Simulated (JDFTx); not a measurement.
Input for JDFTx (a modified build): arsenic trifluoride, AsF3 (SMILES F[As](F)F), charge 0, multiplicity 1, linear PCM (GLSSA13), water, 1 M KF; lengths in bohr, energies in hartree. The run starts from orbitals saved by an earlier run of the same system.

```
lattice \
  18.8972612463 0.0000000000 0.0000000000 \
  0.0000000000 18.8972612463 0.0000000000 \
  0.0000000000 0.0000000000 16.0626720593
coords-type Cartesian
ion F -2.2971620730 -1.2125508001 -0.8906940544 0
ion As 0.2987869117 -0.4043352561 0.8906940544 0
ion F 2.2971620730 -2.2480384325 -0.8906201003 0
ion F 0.8968641644 2.2480384325 -0.8905662477 0
ion-species pseudo/f_pbe_v1.4.upf
ion-species pseudo/as_pbe_v1.upf
elec-cutoff 20 100
elec-ex-corr gga-PBE
symmetries none
elec-n-bands 13
electronic-minimize nIterations 150 energyDiffThreshold 1e-7
fluid LinearPCM
pcm-variant GLSSA13
fluid-solvent H2O
fluid-cation K+ 1
fluid-anion F- 1
fluid-minimize nIterations 400 knormThreshold 1e-11
wavefunction read s0.wfns 16
dump-name s2.$VAR
dump End State Ecomponents EigStats BandEigs Forces ElecDensity IonicPositions FluidDebug
```

The log closes as follows.

```
[...]
ElecMinimize: Iter:   9  Etot: -79.417275581298753  |grad|_K:  6.343e-07  alpha:  6.721e-01  linmin: -2.109e-03
ElecMinimize: Iter:  10  Etot: -79.417275665546455  |grad|_K:  3.360e-07  alpha:  6.570e-01  linmin: -2.279e-02
ElecMinimize: Iter:  11  Etot: -79.417275696234540  |grad|_K:  2.118e-07  alpha:  8.370e-01  linmin:  7.760e-05
ElecMinimize: Converged (|Delta Etot|<1.000000e-07 for 2 iters).

# Ionic positions in cartesian coordinates:
ion F  -2.297162073000000  -1.212550800100000  -0.890694054400000 0
ion F   2.297162073000000  -2.248038432500000  -0.890620100300000 0
ion F   0.896864164400000   2.248038432500000  -0.890566247700000 0
ion As   0.298786911700000  -0.404335256100000   0.890694054400000 0

# Forces in Cartesian coordinates:
force F  -0.033645360202449  -0.010558943604205  -0.019350841693651 0
force F   0.025882513393098  -0.023931876172714  -0.019339233624117 0
force F   0.007662398250501   0.034416357320132  -0.019337319369540 0
force As  -0.000022264593590  -0.000112656688440   0.058060679498321 0

# Energy components:
   A_diel =       -0.0166073469397245
   Eewald =       11.7413301928598255
       EH =       81.4845944291332103
     Eloc =     -192.4944980388488034
      Enl =        7.0417090074663724
      Exc =      -29.7832577675315768
 Exc_core =       13.7103139123543443
       KE =       28.8991399152718138
-------------------------------------
     Etot =      -79.4172756962345403


	eMin: -1.122595 at state 0 ( [ +0.000000 +0.000000 +0.000000 ] spin 0 )
	HOMO: -0.300180 at state 0 ( [ +0.000000 +0.000000 +0.000000 ] spin 0 )
```

The run took 12 electronic cycles (a count that differs between repeats, as do the digits past 10⁻⁶ Ha); the highest occupied level lies at -8.17 eV from the bulk liquid; the total lies -0.33 eV from the vacuum run at this geometry. The continuum can't coordinate to the solute or react with it.
